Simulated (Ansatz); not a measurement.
# AlAu₄ under strains and displacements

Computed with DFT PBEsol, scalar-relativistic, plane waves, PAW in Ansatz.

Cutoff 420 eV; k points 12×12×4 on the computed 5-atom cell (Γ-centred); Gaussian smearing, width 0.10 eV; no spin polarisation.

Reference cell:

```yaml
crystal:
  lattice:
    - [2.42472, -1.71410, 0.00000]
    - [2.42472, 1.71410, 0.00000]
    - [-0.96719, 0.00000, 10.87503]
  atoms:
    - { symbol: Al, position: [0.00000, 0.00000, 0.00000] }
    - { symbol: Au, position: [0.61306, 0.61306, 0.82195] }
    - { symbol: Au, position: [0.19871, 0.19871, 0.60595] }
    - { symbol: Au, position: [0.80129, 0.80129, 0.39405] }
    - { symbol: Au, position: [0.38694, 0.38694, 0.17805] }
```

Each variant moves atoms of this cell by the vectors given, if any (Å), and then applies a symmetric strain (tensor components, Cartesian axes). The reference cell isn't relaxed at this level. Energies are per atom at zero smearing, counted from the reference cell. Pressure is positive in compression.

1. strain (xx yy zz yz xz xy, %) 10.63 -0.55 3.81 0.00 -1.50 0.00; moves: Au2 (-0.185, 0.000, -0.074); Au3 (-0.075, 0.000, 0.105); Au4 (0.075, 0.000, -0.105); Au5 (0.185, 0.000, 0.074)
2. strain (xx yy zz yz xz xy, %) 1.69 4.17 -3.07 0.00 -3.53 0.00; moves: Au2 (0.095, 0.000, -0.064); Au3 (0.006, 0.000, -0.207); Au4 (-0.006, 0.000, 0.207); Au5 (-0.095, 0.000, 0.064)
3. strain (xx yy zz yz xz xy, %) -1.51 -6.58 0.36 0.00 0.70 0.00; moves: Au2 (-0.048, 0.000, 0.018); Au3 (-0.076, 0.000, 0.025); Au4 (0.076, 0.000, -0.025); Au5 (0.048, 0.000, -0.018)
4. strain (xx yy zz yz xz xy, %) -2.07 -3.60 -2.77 0.00 -2.00 0.00; moves: Au2 (0.027, 0.000, 0.019); Au3 (-0.032, 0.000, 0.011); Au4 (0.032, 0.000, -0.011); Au5 (-0.027, 0.000, -0.019)
5. strain (xx yy zz yz xz xy, %) -1.48 5.68 3.36 0.00 -2.98 0.00; moves: Au2 (-0.097, 0.000, -0.097); Au3 (0.033, 0.000, 0.191); Au4 (-0.033, 0.000, -0.191); Au5 (0.097, 0.000, 0.097)
6. strain (xx yy zz yz xz xy, %) -0.74 -1.40 -3.92 0.00 -2.00 0.00; moves: Au2 (-0.193, 0.000, -0.255); Au3 (0.067, 0.000, 0.222); Au4 (-0.067, 0.000, -0.222); Au5 (0.193, 0.000, 0.255)
7. strain (xx yy zz yz xz xy, %) 0.71 8.43 4.16 0.00 -0.10 0.00; moves: Al1 (0.000, 0.223, 0.000); Au2 (-0.127, 0.109, 0.212); Au3 (0.085, -0.220, 0.052); Au4 (-0.085, -0.220, -0.052); Au5 (0.127, 0.109, -0.212)
8. strain (xx yy zz yz xz xy, %) -1.56 5.38 9.51 0.00 5.84 0.00; moves: Au2 (-0.043, 0.000, -0.071); Au3 (0.046, 0.000, 0.006); Au4 (-0.046, 0.000, -0.006); Au5 (0.043, 0.000, 0.071)
9. strain (xx yy zz yz xz xy, %) 0.29 0.02 0.44 0.24 0.08 0.50; moves: Al1 (-0.008, -0.004, 0.004); Au2 (-0.018, 0.035, 0.004); Au3 (0.001, 0.014, 0.023); Au4 (0.024, -0.028, -0.008); Au5 (0.000, -0.016, -0.021)
10. strain (xx yy zz yz xz xy, %) -3.89 -4.77 -2.83 0.00 -0.42 0.00; moves: Au2 (-0.212, 0.000, 0.023); Au3 (-0.028, 0.000, 0.101); Au4 (0.028, 0.000, -0.101); Au5 (0.212, 0.000, -0.023)
11. strain (xx yy zz yz xz xy, %) 3.33 1.81 8.57 0.00 -1.09 0.00; moves: Au2 (0.140, 0.000, -0.011); Au3 (0.145, 0.000, 0.125); Au4 (-0.145, 0.000, -0.125); Au5 (-0.140, 0.000, 0.011)
12. strain (xx yy zz yz xz xy, %) 1.82 -1.17 -1.18 0.00 0.69 0.00; moves: Al1 (0.036, 0.000, -0.102); Au2 (0.008, 0.000, -0.007); Au3 (-0.022, 0.000, 0.045); Au4 (-0.034, 0.000, 0.019); Au5 (0.012, 0.000, 0.045)

The reference cell has pressure -8.13 GPa, largest force 0.117 eV/Å and gap none (metal).

```
variant  ΔE (meV/atom) P (GPa) largest force (eV/Å) gap on mesh (eV) space group
      1          245.2   -16.40                  0.58                 0         C2/m
      2              ?        ?                     ?                 ?            ?
      3              ?        ?                     ?                 ?            ?
      4          -12.5     4.54                  0.74                 0         C2/m
      5              ?        ?                     ?                 ?            ?
      6              ?        ?                     ?                 ?            ?
      7          220.2   -13.50                  0.58                 0           C2
      8          262.9   -17.65                  0.40                 0         C2/m
      9            9.3    -8.82                  0.21                 0           P1
     10           32.9    10.06                  1.31                 0         C2/m
     11          231.0   -16.40                  0.33                 0         C2/m
     12            6.0    -7.36                  0.91                 0           Cm
```

Task: Give the withheld rows.

Result:
| variant | ΔE (meV/atom) | P (GPa) | largest force (eV/Å) | gap on mesh (eV) | space group |
| --- | --- | --- | --- | --- | --- |
| 2 | 141.0 | -3.09 | 3.51 | 0 | C2/m |
| 3 | -27.3 | 1.11 | 0.31 | 0 | C2/m |
| 5 | 179.2 | -9.28 | 1.58 | 0 | C2/m |
| 6 | 526.7 | 19.94 | 7.34 | 0 | C2/m |

Spin-orbit coupling is left out, which matters for the bands of heavy elements.